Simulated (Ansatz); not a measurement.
One input, then a changed one: ZrIn

First run: DFT, LDA, PAW with Ansatz's default frozen-core files, scalar-relativistic (Ansatz 0.2.0).

Command: `ansatz run input.yaml --threads 1 --pin off --max-ram 2048MiB --backend cpu --events-out ev --progress --plain --runs-dir out` It took 11 s on 1 thread of Intel(R) Xeon(R) Platinum 8488C (Sapphire Rapids), on a shared host, peak memory 0.46 GiB.

```yaml
crystal:
  lattice:
    - [2.9750371934, 0.0, 0.0]
    - [0.0, 2.9750371934, 0.0]
    - [0.0, 0.0, 4.2192281373]
  atoms:
    - { symbol: Zr, position: [0.0, 0.0, 0.0] }
    - { symbol: In, position: [0.5, 0.5, 0.5] }
kpoints:
  mp_grid: { grid: [12, 12, 8] }
scf:
  occupations: { method: fermi_dirac, width: 0.05 }
hamiltonian:
  xc: lda
  pseudopotentials: { kind: paw }
output:
  forces: true
  stress: true
  write_density: true
  write_potential: true
  elf: true
  volumetric_format: npy
relax:
  f_tol: 0.01
  max_steps: 30
  cell: { stress_tol: 0.1, fix: [volume] }
```

The base volume is that of a database entry, so it needn't be at zero pressure; the structure needn't be the stable phase, at rest or compressed.

This run: shape and atoms relaxed at 0.85 of the base cell's volume.

It converges in 14 SCF iterations over all geometries at a pressure of 13.95 GPa, ending at 18.67 Å³/atom, cutoff 420 eV.

The input is then changed:

```diff
+  symmetry: { detect: false }
 kpoints:
   occupations: { method: fermi_dirac, width: 0.05 }
+  initial_density: { chi_scale: 0.0 }
 hamiltonian:
   stress: true
-  write_density: true
-  write_potential: true
-  elf: true
-  volumetric_format: npy
 relax:
   cell: { stress_tol: 0.1, fix: [volume] }
+accuracy: medium
```

What does the second run give?

It converges in 24 SCF iterations over all geometries at a pressure of 13.95 GPa, largest force 0.008 eV/Å, ending at 18.67 Å³/atom, cutoff 420 eV.
